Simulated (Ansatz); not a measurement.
Geometry optimisation in Ansatz: input, command and trajectory.

```yaml
crystal:
  lattice:
    - [3.8059408966, 0.0, 0.0]
    - [0.0, 3.8059408966, 0.0]
    - [0.0, 0.0, 6.9618416715]
  atoms:
    - { symbol: Bi, position: [0.5, 0.0, 0.321280947] }
    - { symbol: Bi, position: [0.0, 0.5, 0.678719053] }
    - { symbol: Cl, position: [0.0, 0.5, 0.1405329625] }
    - { symbol: Cl, position: [0.5, 0.0, 0.8594670375] }
    - { symbol: O, position: [0.0, 0.0, 0.5] }
    - { symbol: O, position: [0.5, 0.5, 0.5] }
basis:
  ecutwfc: 420
kpoints:
  mp_grid: { grid: [6, 6, 4] }
hamiltonian:
  xc: pbesol
scf:
  occupations: { method: gaussian, width: 0.02 }
output:
  forces: true
  stress: true
  eigenvalues: true
relax:
  adjacent_minimum: "off"
  f_tol: 0.01
  max_steps: 30
  cell: { stress_tol: 0.1, fix: [volume] }
```

```bash
ansatz run input.yaml --threads 1 --pin off --max-ram 2560MiB --backend cpu --events-out ev --progress --plain --runs-dir out
```

Method: DFT PBEsol, scalar-relativistic, plane waves, PAW in Ansatz.

The volume is held at 0.91 times that of the relaxed cell.

Of 4 frames 3 are shown, positions in Å and forces in eV/Å; the SCF threshold varies from step to step. Steps run on the plane waves of an earlier cell, with a Pulay correction in the pressure. The basis is chosen afresh for the last frame, the zero of the energies, and at times for earlier ones too; energy and pressure can step there, also at an unchanged geometry. Where two frames share a geometry here, they differ by under 2 meV/atom and 0.3 GPa.

```xyz
6
Lattice="3.8059 0.0000 0.0000 0.0000 3.8059 0.0000 0.0000 0.0000 6.9618" Properties=species:S:1:pos:R:3:forces:R:3 pbc="T T T" step=1 free_energy_over_end_meV_per_atom=1.80 pressure_GPa=8.25
Bi    1.9030    0.0000    2.2367    0.0000    0.0000   -0.3946
Bi    0.0000    1.9030    4.7251    0.0000    0.0000    0.3946
Cl    0.0000    1.9030    0.9784    0.0000    0.0000   -0.0749
Cl    1.9030    0.0000    5.9835    0.0000    0.0000    0.0749
O     0.0000    0.0000    3.4809    0.0000    0.0000    0.0000
O     1.9030    1.9030    3.4809    0.0000    0.0000    0.0000
6
Lattice="3.8170 0.0000 0.0000 0.0000 3.8170 0.0000 0.0000 0.0000 6.9215" Properties=species:S:1:pos:R:3:forces:R:3 pbc="T T T" step=2 free_energy_over_end_meV_per_atom=1.17 pressure_GPa=6.56
Bi    1.9085    0.0000    2.1858    0.0000    0.0000    0.3714
Bi    0.0000    1.9085    4.7357    0.0000    0.0000   -0.3714
Cl    0.0000    1.9085    0.9433    0.0000    0.0000    0.0505
Cl    1.9085    0.0000    5.9782    0.0000    0.0000   -0.0505
O     0.0000    0.0000    3.4607    0.0000    0.0000    0.0000
O     1.9085    1.9085    3.4607    0.0000    0.0000    0.0000
6
Lattice="3.8203 0.0000 0.0000 0.0000 3.8203 0.0000 0.0000 0.0000 6.9098" Properties=species:S:1:pos:R:3:forces:R:3 pbc="T T T" step=4 free_energy_over_end_meV_per_atom=0.00 pressure_GPa=7.21
Bi    1.9101    0.0000    2.1991    0.0000    0.0000   -0.0005
Bi    0.0000    1.9101    4.7107    0.0000    0.0000    0.0005
Cl    0.0000    1.9101    0.9544    0.0000    0.0000   -0.0019
Cl    1.9101    0.0000    5.9554    0.0000    0.0000    0.0019
O     0.0000    0.0000    3.4549    0.0000    0.0000    0.0000
O     1.9101    1.9101    3.4549    0.0000    0.0000    0.0000
```

It took 22 s on 1 thread of Arm Neoverse V2 (shared host), peak memory 0.4 GiB.

Spin–orbit coupling is left out, which can shift energies with elements as heavy as these.